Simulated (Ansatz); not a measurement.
Mo2C:
```
CELL_PARAMETERS angstrom
      4.70746     0.00000     0.00000
      0.00000     6.00378     0.00000
      0.00000     0.00000     5.17713
ATOMIC_POSITIONS crystal
  Mo 0.24524 0.87817 0.07980
  Mo 0.75476 0.12183 0.92020
  Mo 0.25476 0.62183 0.57980
  Mo 0.74524 0.37817 0.42020
  Mo 0.74524 0.62183 0.92020
  Mo 0.25476 0.37817 0.07980
  Mo 0.75476 0.87817 0.42020
  Mo 0.24524 0.12183 0.57980
  C  0.50000 0.87691 0.75000
  C  0.50000 0.12309 0.25000
  C  0.00000 0.62309 0.25000
  C  0.00000 0.37691 0.75000
```

This is the PBEsol-relaxed structure.

Task: All from the program Ansatz at the PBEsol level (PAW), unless another level is named. Predict the electronic character.

Result: metallic (no gap).

Task: What about the formation energy from the elements (no fitted shifts)?

Result: -0.20 eV/atom.

Task: Next, the density of states at the Fermi level?

Result: 0.57 states/eV per atom (mean over ±0.08 eV).

Task: Next, the gap with spin–orbit coupling?

Result: none (metallic).

Space group Pbcn. The workflow started from a Materials Project entry (that database holds measured and hypothetical structures alike); the Crystallography Open Database files this formula in space group No. 60, but the cells were not matched. Whether it is the stable phase at ambient conditions was not checked. Symmetry was held in the PBEsol relaxation; of distortions, only those at the zone centre were tested. No spin polarisation was allowed. The references are the lowest solids computed at this level, not always the standard phases. Scalar-relativistic: spin–orbit coupling is off unless named, which matters more the heavier the elements.

Potentials: the later of the program's two PAW sets.
